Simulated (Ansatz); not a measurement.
BeSe (zinc blende, F-43m), a = 5.1777 Å, b = 5.1777 Å, c = 5.1777 Å, α = 90.00°, β = 90.00°, γ = 90.00°; the cell used has 2 atoms.

Relaxed with PBE.

Give the optical modes at the zone centre with their infrared and Raman activity from DFPT, PBE (plane waves, PAW; program Ansatz).

Transverse frequencies, without the LO–TO term; a row sums one degenerate level.

| ω (cm⁻¹) | degeneracy | IR ((D/Å)²/amu) | Raman (Å⁴/amu) | activity | symmetry |
|---|---|---|---|---|---|
| 492 | 3 | 21.07 | 120 | IR+Raman | T2 |

How high does the top mode go among those that the LO–TO term moves?

560 cm⁻¹ for q along x.

Symmetry was held in the PBE relaxation; phonons on a q-mesh show no instability. The volume moved by 28 % from the start of the relaxation.

Potentials: the later of the program's two PAW sets.
